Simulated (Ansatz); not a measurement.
## Computed frozen-phonon scan: SiO2 (rutile)

Relaxed SiO2 (rutile):

```
CELL_PARAMETERS angstrom
      4.18475     0.00000     0.00000
      0.00000     4.18475     0.00000
      0.00000     0.00000     2.66845
ATOMIC_POSITIONS crystal
  Si 0.50000 0.50000 0.50000
  Si 0.00000 0.00000 0.00000
  O  0.80610 0.80610 0.50000
  O  0.30610 0.69390 0.00000
  O  0.69390 0.30610 0.00000
  O  0.19390 0.19390 0.50000
```

A phonon eigenvector at Γ is frozen into this cell: atom i moves by Q times the vector below, so Q is the largest atomic displacement, in Å. The cell is held.

```
atom       x       y      z
----  ------  ------  -----
O3    -0.707  -0.707  0.000
O4     0.707  -0.707  0.000
O5    -0.707   0.707  0.000
O6     0.707   0.707  0.000
```

Atoms not listed stay in place.

Calculation: r2SCAN (plane waves to 500 eV, PAW, scalar-relativistic; Ansatz, a quantum-chemistry and plane-wave program). k mesh 8×8×12 (Γ-centred), Fermi-Dirac smearing 0.05 eV. E stands for the smeared free energy. Stress and pressure are positive under compression. SiO2 was relaxed with its symmetry unable to fall. The PAW data are Ansatz's earlier set. The zero of ΔE is the undisplaced structure.

```
Q (Å)   ΔE (eV/cell)  −dE/dQ from forces (eV/Å)  P (GPa)
------  ------------  -------------------------  -------
-0.180         3.601                     41.162     24.7
-0.150         2.479                     33.721     17.0
-0.120         1.575                     26.592     10.8
-0.090         0.881                     19.719      6.0
-0.060         0.390                     13.039      2.7
-0.030         0.097                      6.488      0.7
0.000          0.000                      0.000      0.0
0.030          0.097                     -6.488      0.7
0.060          0.390                    -13.039      2.7
0.090          0.881                    -19.719      6.0
0.120          1.575                    -26.592     10.8
0.150          2.479                    -33.721     17.0
0.180          3.601                    -41.162     24.7
```

Summary:

The energy at Q = 0.180 Å is 3601 meV/cell. Space group of the distorted cell: Cmmm (No. 65), lowered from P4_2/mnm. Symmetry of the curve: even: the same for both signs. Shape of the curve: a single well with its minimum at or next to zero displacement. Harmonic wavenumber from the curvature (finite differences): 958 cm⁻¹. Wavenumber by perturbation theory (DFPT, on another k mesh): 958 cm⁻¹.

(For displaced atoms, the force is minus the slope of the energy, and its curvature is a force constant, which sets phonon frequencies.)
